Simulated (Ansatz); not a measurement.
Si:
```xyz
8
Lattice="3.8407 0.0000 0.0000 -1.9203 3.3261 0.0000 0.0000 0.0000 12.6215" Properties=species:S:1:pos:R:3 pbc="T T T"
Si     1.9203     1.1087     8.2787
Si     1.9203     1.1087    10.6536
Si     0.0000     0.0000    11.4450
Si     0.0000     0.0000     1.1765
Si     0.0000     2.2174     1.9679
Si     0.0000     2.2174     4.3429
Si     0.0000     0.0000     5.1343
Si     0.0000     0.0000     7.4873
```

Relaxed with r²SCAN. Special points in fractions of this cell's reciprocal vectors: Γ (0.000, 0.000, 0.000); M (0.500, 0.000, 0.000); K (0.333, 0.333, 0.000); A (0.000, 0.000, 0.500); L (0.500, 0.000, 0.500); H (0.333, 0.333, 0.500).

List the band energies nearest the valence-band maximum at these points for plane-wave PAW r²SCAN (Ansatz code).

In eV from the valence-band maximum; about four levels below and three above (degenerate sets whole), none deeper than 8.9 eV; points with the same levels are listed once.

| k | below | above |
|---|---|---|
| Γ | -0.80 -0.80 -0.17 0.00 0.00 | 1.60 2.06 2.45 |
| M | -2.42 -2.35 -1.80 -1.39 | 0.77 0.98 1.36 |
| K | -3.60 -2.78 -2.78 -1.96 | 2.04 2.43 2.43 |
| A | -0.32 -0.32 -0.32 -0.32 | 1.76 1.76 2.81 2.81 2.81 2.81 |
| L | -2.57 -2.57 -1.76 -1.76 | 0.96 0.96 2.21 2.21 |
| H | -2.83 -2.83 -2.50 -2.50 | 1.48 1.48 3.44 3.44 |

Space group P6_3/mmc. The start of the workflow was typed in or built on a structure type; the Crystallography Open Database copy checked does not list it. It is not the phase usual at ambient conditions (space group No. 227). The cell was relaxed with r²SCAN under the symmetry of its start; whether a distortion lowers the energy is not shown.

Potentials: the later of the program's two PAW sets.
